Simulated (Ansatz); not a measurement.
KCl:
Space group Fm-3m (No. 225); a = 6.243 Å, b = 6.243 Å, c = 6.243 Å, α = 90.00°, β = 90.00°, γ = 90.00°

```json
[
 {"atom": "K", "site": "4a", "symmetry": "m-3m", "x": "0.0000", "y": "0.0000", "z": "0.0000"},
 {"atom": "Cl", "site": "4b", "symmetry": "m-3m", "x": "0.5000", "y": "0.5000", "z": "0.5000"}
]
```
(The calculation used a cell of 2 atoms; values per cell refer to that cell.)

Relaxed with PBEsol. PBEsol (plane waves, PAW; program Ansatz) gives a gap of 5.10 eV.

What gap does HSE06 give on the same cell (Ansatz, PAW)?

6.59 eV, 1.49 eV more. The hybrid was solved on a coarser mesh and at special points; its gap is the smallest among all of these.

```tsv
k	v1 PBEsol	c1 PBEsol	v1 HSE06	c1 HSE06
Γ	0.00	5.10	0.00	6.59
X	-0.23	6.37	?	?
L	-0.35	7.48	?	?
W	-0.50	7.93	?	?
K	-0.31	7.15	?	?
```

Top valence (v1) and lowest conduction level (c1) in eV from each method's valence maximum (which need not be a listed point): supply the withheld HSE06 values.


- X, v1 HSE06: -0.25
- X, c1 HSE06: 7.88
- L, v1 HSE06: -0.36
- L, c1 HSE06: 8.97
- W, v1 HSE06: -0.51
- W, c1 HSE06: 9.50
- K, v1 HSE06: -0.32
- K, c1 HSE06: 8.68

Cost on shared cores: the PBEsol run (SCF on a 8×8×8 mesh, then bands and DOS) roughly 11 core-seconds, the HSE06 run (SCF on 6×6×6, then a few points) about 2.1 core-minutes (a rough figure); the tasks are unlike.

The PBEsol relaxation kept the symmetry of its start.

Potentials: the later of the program's two PAW sets.
